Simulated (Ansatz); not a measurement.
SiGe, first-principles data

SiGe:
```yaml
crystal:
  lattice:
    - [1.42945, 0.82529, 4.68736]
    - [-1.42945, 0.82529, 4.68736]
    - [0.00000, -1.65059, 4.68736]
  atoms:
    - { symbol: Ge, position: [0.00000, 0.00000, 0.00000] }
    - { symbol: Si, position: [0.50000, 0.50000, 0.50000] }
```

Space group R-3m (No. 166); conventional cell a = b = 2.8589 Å, c = 14.0621 Å, α = β = 90.00°, γ = 120.00°.

Method: PBEsol (plane waves, PAW; program Ansatz). Structure relaxed to zero pressure with the same functional. Other levels are named where they apply.

**Cell and energy**

- Volume per atom = 16.59 Å³
- Density = 5.04 g/cm³
- Formation energy from the elements (no fitted shifts) = 0.42 eV/atom

**Electronic structure**

* **Electronic character**: metallic (no gap)
* **Density of states at the Fermi level**: 0.45 states/eV per atom (mean over ±0.08 eV)
* **Gap with spin–orbit coupling**: none (metallic)

**Mechanics**

* **Bulk modulus (Birch–Murnaghan fit)**: 81.2 GPa
* **Pressure derivative B′**: 4.3

**Phonons**

- Highest zone-centre frequency: 191 cm^-1
- Zone-centre stability: unstable, softest mode 34i cm⁻¹

The start of the workflow was typed in or built on a structure type; neither database checked (COD, Materials Project) lists it. Its standing as an ambient phase is unchecked. The PBEsol relaxation kept the symmetry of its start; of distortions, only those at the zone centre were tested, and some modes there are weakly imaginary. Its formation energy is positive at this level, so the cell may be metastable or incomplete. As this level gives no gap, phonon frequencies hold no LO–TO term and depend on the k-mesh and smearing (Fermi–Dirac, 0.1 eV here). The references are the lowest solids computed at this level, not always the standard phases. Scalar-relativistic: spin–orbit coupling is off unless named, which matters more the heavier the elements.

Potentials: the later of the program's two PAW sets.
